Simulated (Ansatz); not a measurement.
Problem. Write an Ansatz input for a full relaxation of cell and atoms of Tl2SnCl6 with PBEsol (scalar-relativistic), a cutoff of 420 eV (density cutoff 4 times that), a Γ-centred 4×4×4 mesh and Gaussian smearing of 0.05 eV, without spin polarisation. Stop at forces under 0.01 eV/Å and stress under 0.04 GPa, or after 60 steps. Forces, stress and eigenvalues are wanted. The structure:
```
Tl Sn Cl
1.0
     0.0000000000    5.0290666343    5.0290666343
     5.0290666343    0.0000000000    5.0290666343
     5.0290666343    5.0290666343    0.0000000000
Tl Sn Cl
2 1 6
Direct
  0.2500000000 0.2500000000 0.2500000000
  0.7500000000 0.7500000000 0.7500000000
  0.0000000000 0.0000000000 0.0000000000
  0.7600000000 0.2400000000 0.2400000000
  0.2400000000 0.7600000000 0.2400000000
  0.2400000000 0.7600000000 0.7600000000
  0.7600000000 0.2400000000 0.7600000000
  0.2400000000 0.2400000000 0.7600000000
  0.7600000000 0.7600000000 0.2400000000
```

Solution. 
```yaml
crystal:
  lattice:
    - [0.0, 5.0290666343, 5.0290666343]
    - [5.0290666343, 0.0, 5.0290666343]
    - [5.0290666343, 5.0290666343, 0.0]
  atoms:
    - { symbol: Tl, position: [0.25, 0.25, 0.25] }
    - { symbol: Tl, position: [0.75, 0.75, 0.75] }
    - { symbol: Sn, position: [0.0, 0.0, 0.0] }
    - { symbol: Cl, position: [0.76, 0.24, 0.24] }
    - { symbol: Cl, position: [0.24, 0.76, 0.24] }
    - { symbol: Cl, position: [0.24, 0.76, 0.76] }
    - { symbol: Cl, position: [0.76, 0.24, 0.76] }
    - { symbol: Cl, position: [0.24, 0.24, 0.76] }
    - { symbol: Cl, position: [0.76, 0.76, 0.24] }
basis:
  ecutwfc: 420
  ecutrho_ratio: 4
kpoints:
  mp_grid: { grid: [4, 4, 4] }
hamiltonian:
  xc: pbesol
scf:
  occupations: { method: gaussian, width: 0.05 }
output:
  forces: true
  stress: true
  eigenvalues: true
relax:
  f_tol: 0.01
  max_steps: 60
  cell: { stress_tol: 0.04 }
```

Launched as:
```sh
ansatz run input.yaml --threads 8 --pin off --max-ram 12288MiB --backend cpu --events-out ev --progress --plain --runs-dir out
```

Run as written, it has 82 valence electrons, 4693 plane waves at Γ (in the final cell), 48 symmetry operations and 8 irreducible k-points; it took 28 SCF iterations in all. 

The chain of runs began from a cell as deposited in COD, expanded in volume.
